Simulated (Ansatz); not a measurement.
The slice is one period of a {100} plane through atoms; its size isn't given.

These are PBE (plane waves to 420 eV, PAW, scalar-relativistic; Ansatz, an electronic-structure program) values and carry that method's errors. Near the nuclei the fields are pseudised (PAW); where an atom keeps semicore shells as valence, they peak there.

```
|######**++==--::..              ..::--==++**####|
|####**++==--::::..              ..::::--==++**##|
|****++++==--::......................::--==++++**|
|++++====--::::......................::::--====++|
|====----::::::::::::::::::::::::::::::::::----==|
|----::::::::::::::::::------::::::::::::::::::--|
|::::::....::::::::--------------::::::::....::::|
|..........::::------==========------::::........|
|      ....::::----==++******++==----::::....    |
|      ....::::--==++**##%%##**++==--::::....    |
|      ....::----==**##@@@@@@##**==----::....    |
|      ....::----==**%%@@@@@@%%**==----::....    |
|      ....::----==**##@@@@@@##**==----::....    |
|      ....::::--==++**##%%##**++==--::::....    |
|      ....::::----==++******++==----::::....    |
|..........::::------==========------::::........|
|::::::....::::::::--------------::::::::....::::|
|----::::::::::::::::::------::::::::::::::::::--|
|====----::::::::::::::::::::::::::::::::::----==|
|++++====--::::......................::::--====++|
|****++++==--::......................::--==++++**|
|####**++==--::::..              ..::::--==++**##|
|######**++==--::..              ..::--==++**####|
|######**++==--::..              ..::--==++**####|
```
Scale: ten equal steps from -1.35 (start of ' ') to 1.66 (end of '@'), in the order ' .:-=+*#%@'. Values: log₁₀ of the valence density in e/Å³. The map has 24 points along u (two characters each, u = 0 at the left) and 24 along v (v = 0 in the bottom row). The scale is logarithmic, as a density can span decades between atoms and voids.

```
|xxxxxx22445544331100000000000000113344554422xxxx|
|xxxx113355443322111100111111001111223344553311xx|
|112233445544332211112233333322111122334455443322|
|444455554433222222334466666644332222223344555544|
|555544443322222244667788888877664422222233444455|
|444433332222334477889999999999887744332222333344|
|333322222222447788999999999999998877442222222233|
|221111112244778899999999999999999988774422111111|
|000011113366889999999988778899999999886633111100|
|0000002244779999999977xxxxxx77999999997744220000|
|00001133668899999988xxxxxxxxxx889999998866331100|
|00001133668899999977xxxxxxxxxx779999998866331100|
|00001133668899999988xxxxxxxxxx889999998866331100|
|0000002244779999999977xxxxxx77999999997744220000|
|000011113366889999999988778899999999886633111100|
|221111112244778899999999999999999988774422111111|
|333322222222447788999999999999998877442222222233|
|444433332222334477889999999999887744332222333344|
|555544443322222244667788888877664422222233444455|
|444455554433222222334466666644332222223344555544|
|112233445544332211112233333322111122334455443322|
|xxxx113355443322111100111111001111223344553311xx|
|xxxxxx22445544331100000000000000113344554422xxxx|
|xxxxxx11445544332200000000000000223344554411xxxx|
```
Scale: ten equal steps from 0.05 (start of '0') to 0.80 (end of '9'), in the order '0123456789'. Values: electron localisation function (ELF). The map has 24 points along u (two characters each, u = 0 at the left) and 24 along v (v = 0 in the bottom row). Points within 0.5 Å of a nucleus are blanked (x), as the pseudised field means little there.

Question: Which relaxed crystal do these maps come from?
A) NbN (rock salt)
B) TiC (rock salt)
C) VN (rock salt)
D) PbSe (rock salt)

Answer: D, PbSe (rock salt). Atoms on the slice: Se at (0.50, 0.50); Pb at (0.00, 0.00)

All were relaxed with their symmetry unable to fall. NbN is run without spin polarisation. Spin-orbit coupling is left out. This is a high-temperature form of NbN. TiC is run without spin polarisation. VN is run without spin polarisation.
